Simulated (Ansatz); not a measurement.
## Diamond alloy of Si and C (16 of 64 Si sites exchanged), 64 atoms

Level of theory: DFT, PBEsol, PAW, plane waves (Ansatz).

Command:

```sh
ansatz run in.yaml --threads 4 --pin off --max-ram 42750MiB --runs-dir r --events-out ev --progress --plain --backend cuda --devices 0, --max-vram 37GiB
```

The input less its lattice and atoms:

```yaml
crystal:
  symmetry: { detect: false }
kpoints:
  mp_grid: { grid: [1, 1, 1], shift: [0.25, 0.25, 0.25] }
hamiltonian:
  xc: pbesol
scf:
  occupations: { method: fermi_dirac, width: 0.01 }
relax:
  f_tol: 0.03
  max_steps: 80
  escape_saddle: false
  adjacent_minimum: "off"
  cell: { fix: [shape] }
output:
  forces: true
  eigenvalues: true
  populations: true
```

Start:

```xyz
64
Lattice="9.9261 0.0000 0.0000 0.0000 9.9261 0.0000 0.0000 0.0000 9.9261" Properties=species:S:1:pos:R:3 pbc="T T T"
Si    9.9117    0.0068    9.9050
Si    0.0171    0.0063    4.9609
Si    4.9560    9.9213    0.0045
Si    4.9405    9.9009    4.9289
Si    4.9675    4.9740    0.0049
Si    1.2563    1.2659    1.2461
Si    1.2117    1.2569    6.2482
Si    1.2693    6.1961    1.2583
Si    1.1899    6.2282    6.1841
Si    6.2055    1.2577    6.2169
Si    6.2042    6.1764    1.2038
Si    6.2263    6.1849    6.1995
Si    2.4765    2.4859    9.9130
Si    2.5171    7.4451    9.9147
Si    2.4958    7.4224    4.9817
Si    7.4650    2.4841    4.9539
Si    7.4425    7.4746    9.8804
Si    3.7189    3.7400    1.2265
Si    3.7320    8.6895    1.2238
Si    3.7074    8.6595    6.2172
Si    8.6601    3.7091    1.2408
Si    8.6836    3.7714    6.1791
Si    8.6775    8.6666    1.2449
Si    8.6853    8.6679    6.2325
Si    2.4919    0.0054    2.4557
Si    2.4643    9.9206    7.4274
Si    2.4922    4.9428    2.5356
Si    2.5039    4.9281    7.4648
Si    7.4431    9.8831    2.4891
Si    7.4545    9.9197    7.4773
Si    7.4667    4.9799    7.4542
Si    3.6953    1.2675    3.7497
Si    3.7253    1.1708    8.6916
Si    3.7644    6.2179    8.6904
Si    8.7122    1.2050    3.7453
Si    8.6774    1.2409    8.6743
Si    8.6989    6.1959    3.7293
Si    8.6999    6.2141    8.6837
Si    0.0011    2.4523    7.4543
Si    9.9228    7.4441    2.5033
Si    4.9664    2.4745    2.4748
Si    4.9326    2.4660    7.4542
Si    4.9616    7.4718    7.4398
Si    1.2621    3.7213    8.7028
Si    1.2493    8.6717    3.6973
Si    1.2401    8.7058    8.7022
Si    6.1646    3.7130    8.6816
Si    6.2148    8.6714    8.7054
C     0.0318    4.9917    0.0130
C     0.0028    4.9732    4.9489
C     4.9530    4.9764    4.9753
C     6.2127    1.2342    1.2485
C     2.5100    2.4799    4.9576
C     7.4297    2.4776    9.8904
C     7.4496    7.4357    4.9837
C     3.7276    3.7162    6.2222
C     7.4269    4.9845    2.4959
C     3.7593    6.2014    3.7184
C     0.0768    2.5151    2.4690
C     0.0162    7.4626    7.4255
C     4.9435    7.4597    2.4663
C     1.2324    3.7019    3.7159
C     6.1791    3.7109    3.7552
C     6.1910    8.6675    3.7230
```

Steps:

```csv
step,energy less the first (eV),largest force component (eV/Å),pressure (GPa)
start,0.000,6.198,9.76
1,-15.281,3.430,1.28
2,-23.489,1.822,-1.39
3,-27.540,0.961,0.04
4,-28.758,1.351,1.52
5,-30.250,1.662,0.92
6,-31.473,1.411,0.94
7,-32.514,1.027,0.79
8,-33.162,0.423,-0.11
9,-33.427,0.311,-0.03
10,-33.526,0.198,0.01
11,-33.598,0.237,-0.06
12,-33.656,0.216,-0.03
13,-33.687,0.246,0.08
14,-33.752,0.163,-0.06
15,-33.778,0.225,0.05
16,-33.820,0.297,0.05
17,-33.913,0.393,0.09
18,-33.970,0.640,0.07
19,-33.974,0.705,0.00
20,-34.062,0.154,-0.04
21,-34.075,0.042,-0.01
22,-34.079,0.035,-0.01
23,-34.080,0.033,0.00
24,-34.081,0.018,0.00
25,-34.065,0.019,-0.02
```

A structure on the way, about -33.69 eV from the start:

```
Si C
1.0
     9.84548    0.00000    0.00000
     0.00000    9.84548    0.00000
     0.00000    0.00000    9.84548
Si C
48 16
Cartesian
  9.7026 0.0130 9.7907
  9.8219 0.0009 4.9479
  5.0584 0.2564 0.4104
  5.5100 9.3525 4.1223
  4.9682 4.9680 0.1507
  0.9784 1.2824 1.5181
  1.4694 1.6721 5.8599
  1.0035 6.0440 1.1525
  0.8405 6.3631 6.0820
  5.7036 1.3792 5.6350
  6.3648 6.0605 1.6042
  6.1292 5.7342 5.7292
  2.2821 2.4004 0.0303
  2.4261 7.6128 0.1063
  3.1331 6.2379 4.8941
  7.2528 2.7909 4.6254
  7.4009 7.3938 0.0783
  3.5806 3.6273 1.3981
  4.1070 8.5632 1.9864
  3.7344 8.4887 5.5196
  8.5044 3.6755 1.2091
  8.9473 3.8264 5.7956
  8.4324 8.7715 1.5247
  8.3416 8.2629 6.0615
  2.4713 0.1753 3.0535
  2.4413 9.7606 6.9971
  2.4982 5.0982 2.7540
  2.3057 4.9572 7.3740
  6.9189 0.4032 2.4037
  7.0363 0.0942 7.1626
  7.4976 4.7857 7.3134
  3.6552 2.0076 4.0688
  3.5985 1.0377 8.6421
  3.6751 6.2474 8.6238
  8.7308 1.4439 3.4537
  8.2025 1.3704 8.7380
  8.6476 5.8147 3.7136
  8.7643 6.1278 8.6589
  9.7638 2.4379 7.3992
  0.0147 7.4576 2.6782
  5.3593 2.6617 2.4617
  4.4930 2.6527 7.1995
  4.9415 7.2627 7.0349
  0.8804 3.8957 8.8422
  1.5413 8.0287 4.3525
  0.9311 8.4590 8.2452
  6.1714 3.4950 8.6848
  5.9597 8.6151 8.6764
  9.6280 4.9279 0.1059
  0.3069 4.9619 4.8497
  5.4658 4.8302 4.2063
  6.2911 1.6360 1.0903
  2.4911 3.2994 5.0879
  7.1992 2.4735 0.1266
  7.3568 7.0245 4.7304
  3.1222 3.6252 6.3976
  7.4804 4.7667 2.5097
  4.5277 5.8197 3.6522
  9.5163 2.4117 2.1281
  9.5578 7.2896 7.2968
  5.3289 6.9986 2.9540
  1.7442 4.5052 4.4049
  6.4168 3.9840 3.3705
  6.3025 7.6459 3.9452
```

End:

```xyz
64
Lattice="9.8360 0.0000 0.0000 0.0000 9.8360 0.0000 0.0000 0.0000 9.8360" Properties=species:S:1:pos:R:3 pbc="T T T"
Si    9.6240    9.8096    9.7672
Si    0.0830    9.8166    4.8192
Si    5.0518    0.2829    0.3402
Si    5.4487    9.3344    4.0916
Si    4.9010    4.8702    0.2655
Si    0.9271    1.2700    1.4422
Si    1.4405    1.6806    5.8551
Si    1.0594    6.0414    1.1793
Si    0.8730    6.3583    6.0590
Si    5.6842    1.3792    5.5910
Si    6.3083    6.0387    1.6403
Si    6.2013    5.7468    5.6915
Si    2.2661    2.3605    9.8289
Si    2.4314    7.6413    0.1147
Si    3.3492    5.7227    5.3035
Si    7.2673    2.7640    4.6134
Si    7.3061    7.3531    0.0624
Si    3.4507    3.5131    1.5164
Si    4.0642    8.6340    1.9675
Si    3.6736    8.3735    5.4474
Si    8.5025    3.6935    1.2076
Si    8.9079    3.8355    5.8177
Si    8.3694    8.7087    1.5147
Si    8.3882    8.2990    6.0530
Si    2.4515    0.2781    2.9769
Si    2.5137    9.7774    6.9469
Si    2.5746    5.1522    2.8455
Si    2.2247    4.9460    7.4806
Si    6.9112    0.4015    2.3887
Si    7.0018    0.1017    7.1212
Si    7.5048    4.8346    7.3486
Si    3.6496    2.1222    3.9949
Si    3.6663    1.1628    8.5162
Si    3.6666    6.1997    8.6967
Si    8.7215    1.4408    3.4164
Si    8.1619    1.3572    8.7109
Si    8.6539    5.8188    3.7212
Si    8.7911    6.1695    8.6711
Si    9.7204    2.4096    7.3865
Si    0.0349    7.4561    2.6730
Si    5.4014    2.6503    2.4305
Si    4.5518    2.7943    7.1140
Si    4.8684    7.1608    6.9854
Si    0.8233    3.8425    8.8665
Si    1.5984    7.9758    4.3352
Si    0.9676    8.5066    8.2272
Si    6.1655    3.5425    8.6980
Si    5.9028    8.5860    8.6088
C     9.6379    4.9501    0.1339
C     0.2576    4.9827    4.8724
C     5.4818    4.7866    4.1893
C     6.2923    1.6298    1.0513
C     2.4249    3.2986    5.1122
C     7.1957    2.4833    0.0995
C     7.3788    7.0519    4.7390
C     3.2676    3.9309    6.2511
C     7.4897    4.7813    2.5060
C     4.4319    5.7445    3.6673
C     9.5051    2.4207    2.1041
C     9.5957    7.3168    7.2971
C     5.2939    6.9340    3.0380
C     1.7193    4.5454    4.4376
C     6.4303    3.9627    3.3466
C     6.2594    7.6205    3.9850
```

The calculation finished and met its thresholds.

Time: 35 s of wall time on one NVIDIA H100 with 4 processor threads, on a host shared with other runs; peak host memory 1.4 GiB.

Q: How much energy did the relaxation gain, and which atom moved most?

A: 34.07 eV in 25 steps, from a start with small random displacements; atom 15 (Si) moved 1.89 Å, the median atom 0.44 Å (drift of the whole cell removed).
